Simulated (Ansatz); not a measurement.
SrCl₂:
```cif
data_Cl8Sr4
_chemical_formula_sum 'Sr4 Cl8'
_space_group_name_H-M_alt 'Fm-3m'
_space_group_IT_number 225
_space_group_name_Hall '-F 4 2 3'
_cell_length_a 6.90795
_cell_length_b 6.90795
_cell_length_c 6.90795
_cell_angle_alpha 90.000
_cell_angle_beta 90.000
_cell_angle_gamma 90.000
loop_
_atom_site_label
_atom_site_type_symbol
_atom_site_symmetry_multiplicity
_atom_site_Wyckoff_symbol
_atom_site_fract_x
_atom_site_fract_y
_atom_site_fract_z
_atom_site_occupancy
Sr1 Sr 4 a 0.00000 0.00000 0.00000 1
Cl1 Cl 8 c 0.25000 0.25000 0.25000 1
```
(The calculation used a cell of 3 atoms; values per cell refer to that cell.)

This is the PBEsol-relaxed structure.

Task: All from PBEsol (plane waves, PAW; program Ansatz), unless another level is named. Give the Young's modulus.

Result: 39.9 GPa.

Task: Predict the elastic constants (relaxed ions, GPa).

Result: C11 = 73.1, C12 = 20.6, C44 = 10.2.

The PBEsol relaxation kept the symmetry of its start.

Potentials: the later of the program's two PAW sets.
